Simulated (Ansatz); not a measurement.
MgH2:
```
MgH2
1.0
    4.47745     0.00000     0.00000
    0.00000     4.47745     0.00000
    0.00000     0.00000     3.00762
Mg H
2 4
Direct
  0.00000   0.00000   0.00000
  0.50000   0.50000   0.50000
  0.30442   0.30442   0.00000
  0.19558   0.80442   0.50000
  0.69558   0.69558   0.00000
  0.80442   0.19558   0.50000
```

Relaxed with PBEsol. Independent-particle spectrum: no excitons, no local fields, no scissors shift; 0.1 eV broadening; ε₁ of the summed bands alone.

### Question
Tabulate the dielectric function from DFT-PBEsol in the program Ansatz with PAW potentials.

### Answer


```csv
E (eV),ε₁ xx,ε₂ xx,ε₁ zz,ε₂ zz
0.0,4.22,0.00,4.30,0.00
0.5,4.25,0.00,4.32,0.00
1.0,4.31,0.00,4.39,0.00
1.5,4.42,0.00,4.50,0.00
2.0,4.60,0.00,4.68,0.00
2.5,4.85,0.00,4.94,0.00
3.0,5.24,0.00,5.32,0.00
3.5,5.83,0.00,5.91,0.00
4.0,6.91,0.00,6.91,0.00
4.5,9.81,1.07,9.25,0.07
5.0,10.09,5.43,13.19,5.51
5.5,10.36,8.63,10.50,13.10
6.0,2.33,13.26,-1.29,10.63
6.5,-1.85,8.78,-0.56,7.01
7.0,-2.38,6.36,-0.90,7.05
7.5,-2.07,4.63,-2.44,6.34
8.0,-2.50,3.65,-3.48,3.83
8.5,-1.78,2.51,-2.23,2.46
9.0,-1.42,2.15,-1.76,2.13
9.5,-1.36,2.12,-1.52,1.68
10.0,-1.33,1.57,-1.27,1.37
10.5,-1.11,1.15,-1.02,1.10
11.0,-0.87,0.95,-0.77,0.95
11.5,-0.70,0.75,-0.73,0.83
12.0,-0.52,0.63,-0.55,0.66
```

### Question
From ε at 5.4 eV (xx: 9.60 + 7.55i), find n, k, the normal reflectivity and the absorption coefficient.

### Answer
n = 3.30, k = 1.143, R = 33 %, α = 2kE/ħc = 630000 cm⁻¹.

With all bands, ε∞ without local fields is 4.27 (xx = yy), 4.34 (zz). DFPT, with local fields, gives 4.16 (xx = yy), 4.21 (zz).

Space group P4_2/mnm (rutile). Symmetry was held in the PBEsol relaxation; of distortions, only those at the zone centre were tested.

Potentials: the later of the program's two PAW sets.
